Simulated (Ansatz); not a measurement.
Given:

In2Ag:
```yaml
crystal:
  lattice:
    - [-3.44736, 3.44736, 2.82900]
    - [3.44736, -3.44736, 2.82900]
    - [3.44736, 3.44736, -2.82900]
  atoms:
    - { symbol: In, position: [0.84520, 0.65480, 0.50000] }
    - { symbol: In, position: [0.15480, 0.34520, 0.50000] }
    - { symbol: In, position: [0.65480, 0.15480, 0.80960] }
    - { symbol: In, position: [0.34520, 0.84520, 0.19040] }
    - { symbol: Ag, position: [0.25000, 0.25000, 0.00000] }
    - { symbol: Ag, position: [0.75000, 0.75000, 0.00000] }
```

This is the r²SCAN-relaxed structure.

Task: All from the program Ansatz at the r²SCAN level (PAW), unless another level is named. Predict the density of states at the Fermi level.

Result: 0.42 states/eV per atom (mean over ±0.08 eV).

Task: And the formation energy from the elements (no fitted shifts)?

Result: -0.046 eV/atom.

Space group I4/mcm. The first step of the workflow began from a Materials Project structure, measured or hypothetical; the Crystallography Open Database files this formula in space group No. 140, but the cells were not matched. Its standing as an ambient phase is unchecked. Symmetry was held in the r²SCAN relaxation; whether a distortion lowers the energy is not shown. No spin polarisation was allowed. The references are the lowest solids computed at this level, not always the standard phases. Scalar-relativistic: spin–orbit coupling is off unless named, which matters more the heavier the elements.

Potentials: the later of the program's two PAW sets.
